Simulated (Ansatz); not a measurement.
The cell below belongs to a search over invented structures; it isn't taken from experiment.

Input and command of a plane-wave DFT calculation in Ansatz:

```yaml
crystal:
  lattice:
    - [2.2367341056, 1.291379038, 6.9919907024]
    - [-2.2367341056, 1.291379038, 6.9919907024]
    - [0.0, -2.5827580759, 6.9919907024]
  atoms:
    - { symbol: Sm, position: [0.0, 0.0, 0.0] }
    - { symbol: Ag, position: [0.5, 0.5, 0.5] }
    - { symbol: Te, position: [0.2469803355, 0.2469803355, 0.2469803355] }
    - { symbol: Te, position: [0.7530196645, 0.7530196645, 0.7530196645] }
basis:
  ecutwfc: 690
kpoints:
  mp_grid: { grid: [6, 6, 6] }
hamiltonian:
  xc: pbe
  pseudopotentials:
    kind: paw
    azcp: { Sm: "pseudopotentials/pbe/nc/lanthanide_3plus/Sm.nc.azcp" }
scf:
  occupations: { method: gaussian, width: 0.02 }
output:
  forces: true
  stress: true
  eigenvalues: true
relax:
  adjacent_minimum: "off"
  f_tol: 0.01
  max_steps: 80
  cell: { stress_tol: 0.05 }
```

```bash
ansatz run input.yaml --threads 1 --pin off --max-ram 2560MiB --backend cpu --events-out ev --progress --plain --runs-dir out
```

Processor: Intel(R) Xeon(R) Processor @ 2.50GHz (Skylake/Cascade Lake), 1 thread, on a host shared with other jobs.

How long does it run, and how much memory does it take?

About 2.4 min, peak memory 0.61 GiB. It solves 38 bands at 32 k points (after reduction by symmetry) with about 5003 plane waves (on the last cell), in 24 SCF iterations over 4 ionic steps.

With its 4f electrons in the core of a norm-conserving potential, the lanthanide is trivalent by construction, without f bands, f moments or other valences.
